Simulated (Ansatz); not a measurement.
Relaxed SrVO3 (cubic perovskite):

```xyz
5
Lattice="3.8407 0.0000 0.0000 0.0000 3.8407 0.0000 0.0000 0.0000 3.8407" Properties=species:S:1:pos:R:3 pbc="T T T"
Sr     0.0000     0.0000     0.0000
V      1.9203     1.9203     1.9203
O      0.0000     1.9203     1.9203
O      1.9203     1.9203     0.0000
O      1.9203     0.0000     1.9203
```

In this cell atom 3 (O, nearest neighbour V at 1.920 Å; its periodic images, 3.8 Å or more away, move with it) is moved by s along Cartesian x, unit vector (1.000, 0.000, 0.000); all other atoms and the cell stay fixed.

These are r2SCAN (plane waves to 500 eV, PAW, scalar-relativistic; Ansatz, a quantum-chemistry and plane-wave program) values and carry that method's errors. k mesh 10×10×10 (Γ-centred), Fermi-Dirac smearing 0.05 eV. The energy includes the smearing's −TS. Compression counts positive. With partly filled bands, energies and forces of such displacements shift with the k mesh and the smearing. F∥ is the force on the atom along that direction. Relaxed SrVO3 ends ferromagnetic. SrVO3 is run spin-polarised and with no Hubbard U. SrVO3 was relaxed with its symmetry unable to fall. The magnetic order is the one the run started from; other orders were not tried. ΔE is measured from the undisplaced structure.

```csv
s (Å),ΔE (meV/cell),F∥ (eV/Å),P (GPa),moment (μB/cell)
-0.190,262,3.091,4.1,1.00
-0.152,161,2.280,2.6,1.00
-0.114,87,1.600,1.5,1.00
-0.076,38,1.015,0.7,1.00
-0.038,9,0.492,0.2,1.00
0.000,0,0.000,0.0,1.00
0.038,9,-0.492,0.2,1.00
0.076,38,-1.015,0.7,1.00
0.114,87,-1.600,1.5,1.00
0.152,161,-2.280,2.6,1.00
0.190,262,-3.091,4.1,1.00
```

What the scan shows:

- Energy at s = 0.190 Å: 262 meV/cell
- Force along the line at s = -0.190 Å: 3.09 eV/Å
- Symmetry of the curve: even: the same for both signs
- Shape of the curve: a single well with its minimum at or next to zero displacement
- Force constant k = d²E/ds² at s = 0 (finite differences): 12.8 eV/Å²
- Harmonic estimate at the end of the scan: ½ks² = 231 meV/cell against the computed 262 meV/cell, so the well is stiffer than harmonic there

(A displaced cell: forces are minus the slopes of the energy, force constants its curvatures, and phonons follow from these.)
